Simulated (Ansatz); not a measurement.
# Bands of ZrB2

```
Zr B
1.0
     3.16500    0.00000    0.00000
    -1.58250    2.74097    0.00000
     0.00000    0.00000    3.52000
Zr B
1 2
Direct
  0.00000 0.00000 0.00000
  0.33333 0.66667 0.50000
  0.66667 0.33333 0.50000
```

Atom numbers follow the list: Zr1, B2, B3.

The cell comes from COD entry 1510856, which wasn't checked; take it as a given geometry.

Computed with DFT, LDA, all-electron LAPW, scalar-relativistic in Ansatz 0.2.0.

Sampling and basis: a Γ-centred 12×12×9 k mesh, Fermi–Dirac smearing of 0.05 eV, basis error target 1 meV/atom, no spin polarisation.

Points in fractions of the reciprocal vectors of this cell: Γ (0, 0, 0), M (0.5, 0, 0), K (0.333, 0.333, 0), A (0, 0, 0.5), L (0.5, 0, 0.5), H (0.333, 0.333, 0.5). The path joins them by straight lines in the order Γ–M–K–Γ–A–L–H–A–L; legs that retrace an earlier one aren't tabulated. Energies are in eV from the Fermi level.

(1) Metal or insulator at this level of theory?

(2) Tabulate bands 16 to 22, counted from the lowest band of the run, along the path.

## Answers

(1) No gap opens: metallic or semimetallic.

(2) 
| k (1/Å) | point | band 16 | band 17 | band 18 | band 19 | band 20 | band 21 | band 22 |
| --- | --- | --- | --- | --- | --- | --- | --- | --- |
| 0.00 | Γ | -12.68 | -2.73 | -2.73 | -2.68 | -2.35 | 3.33 | 3.33 |
| 0.16 |  | -12.57 | -3.02 | -2.72 | -2.58 | -2.47 | 3.26 | 3.47 |
| 0.33 |  | -12.27 | -3.76 | -2.77 | -2.72 | -2.33 | 2.60 | 3.09 |
| 0.49 |  | -11.80 | -4.70 | -3.14 | -2.77 | -2.11 | 2.10 | 2.86 |
| 0.65 |  | -11.19 | -5.70 | -3.48 | -2.87 | -2.16 | 2.30 | 2.62 |
| 0.82 |  | -10.46 | -6.71 | -3.74 | -2.99 | -2.42 | 2.41 | 2.73 |
| 0.98 |  | -9.65 | -7.69 | -3.91 | -3.08 | -2.68 | 2.28 | 2.33 |
| 1.15 | M | -8.98 | -8.41 | -3.97 | -3.12 | -2.77 | 2.19 | 2.24 |
| 1.24 |  | -8.94 | -8.40 | -3.94 | -3.57 | -2.33 | 1.33 | 3.15 |
| 1.34 |  | -8.83 | -8.36 | -4.17 | -3.85 | -1.74 | 0.51 | 3.97 |
| 1.43 |  | -8.65 | -8.29 | -4.80 | -3.70 | -1.12 | -0.25 | 3.36 |
| 1.52 |  | -8.40 | -8.19 | -5.44 | -3.49 | -0.94 | -0.45 | 2.79 |
| 1.62 |  | -8.11 | -8.06 | -6.07 | -3.22 | -1.55 | 0.25 | 2.28 |
| 1.71 |  | -7.90 | -7.81 | -6.66 | -2.90 | -2.07 | 0.96 | 1.85 |
| 1.81 | K | -7.71 | -7.71 | -6.99 | -2.52 | -2.52 | 1.50 | 1.50 |
| 2.00 |  | -8.69 | -7.24 | -6.31 | -3.17 | -1.61 | 1.05 | 1.09 |
| 2.19 |  | -9.77 | -6.62 | -5.33 | -3.48 | -0.51 | 0.11 | 0.94 |
| 2.38 |  | -10.73 | -5.86 | -4.32 | -3.49 | -0.80 | 0.71 | 1.15 |
| 2.56 |  | -11.53 | -4.95 | -3.43 | -3.26 | -1.56 | 1.67 | 1.90 |
| 2.75 |  | -12.14 | -3.97 | -2.89 | -2.88 | -2.15 | 2.43 | 2.80 |
| 2.94 |  | -12.54 | -3.10 | -2.73 | -2.54 | -2.51 | 3.23 | 3.37 |
| 3.13 | Γ | -12.68 | -2.73 | -2.73 | -2.68 | -2.35 | 3.33 | 3.33 |
| 3.26 |  | -12.60 | -3.28 | -2.68 | -2.68 | -1.77 | 2.89 | 2.89 |
| 3.39 |  | -12.37 | -4.05 | -2.53 | -2.53 | -1.07 | 2.17 | 2.17 |
| 3.51 |  | -12.02 | -4.84 | -2.30 | -2.30 | -0.35 | 1.50 | 1.50 |
| 3.64 |  | -11.58 | -5.60 | -1.98 | -1.98 | 0.37 | 0.95 | 0.95 |
| 3.77 |  | -11.12 | -6.29 | -1.60 | -1.60 | 0.55 | 0.55 | 1.05 |
| 3.90 |  | -10.73 | -6.82 | -1.23 | -1.23 | 0.31 | 0.31 | 0.95 |
| 4.02 | A | -10.57 | -7.02 | -1.04 | -1.04 | 0.23 | 0.23 | 0.69 |
| 4.19 |  | -10.56 | -6.87 | -1.82 | -1.66 | 0.30 | 0.84 | 0.86 |
| 4.35 |  | -10.50 | -6.44 | -3.02 | -2.53 | -0.51 | 1.27 | 1.68 |
| 4.52 |  | -10.41 | -5.79 | -4.21 | -3.30 | -1.32 | 1.95 | 2.35 |
| 4.68 |  | -10.28 | -5.28 | -5.08 | -3.91 | -1.93 | 2.85 | 2.87 |
| 4.84 |  | -10.11 | -6.15 | -4.51 | -4.35 | -2.19 | 3.30 | 3.45 |
| 5.01 |  | -9.96 | -6.74 | -4.61 | -4.26 | -2.11 | 3.59 | 3.91 |
| 5.17 | L | -9.89 | -6.95 | -4.70 | -4.21 | -2.01 | 3.69 | 4.13 |
| 5.26 |  | -9.87 | -7.01 | -4.72 | -4.16 | -2.03 | 3.70 | 4.23 |
| 5.36 |  | -9.80 | -7.16 | -4.76 | -4.00 | -2.10 | 3.74 | 4.53 |
| 5.45 |  | -9.68 | -7.40 | -4.82 | -3.76 | -2.21 | 3.79 | 4.94 |
| 5.55 |  | -9.51 | -7.70 | -4.87 | -3.46 | -2.34 | 3.87 | 5.34 |
| 5.64 |  | -9.30 | -8.04 | -4.91 | -3.15 | -2.48 | 3.94 | 5.65 |
| 5.74 |  | -9.04 | -8.39 | -4.94 | -2.88 | -2.61 | 4.00 | 5.87 |
| 5.83 | H | -8.73 | -8.73 | -4.95 | -2.72 | -2.72 | 4.03 | 6.05 |
| 6.02 |  | -9.33 | -7.98 | -4.90 | -2.85 | -2.82 | 3.87 | 5.55 |
| 6.21 |  | -9.80 | -7.05 | -4.70 | -3.52 | -2.71 | 3.41 | 4.81 |
| 6.40 |  | -10.13 | -5.96 | -4.45 | -4.32 | -2.33 | 2.81 | 3.90 |
| 6.59 |  | -10.34 | -5.42 | -4.71 | -3.70 | -1.67 | 2.14 | 2.87 |
| 6.78 |  | -10.48 | -6.25 | -3.36 | -2.84 | -0.78 | 1.42 | 2.13 |
| 6.97 |  | -10.55 | -6.82 | -1.98 | -1.81 | 0.18 | 0.89 | 1.06 |
| 7.16 | A | -10.57 | -7.02 | -1.04 | -1.04 | 0.23 | 0.23 | 0.69 |
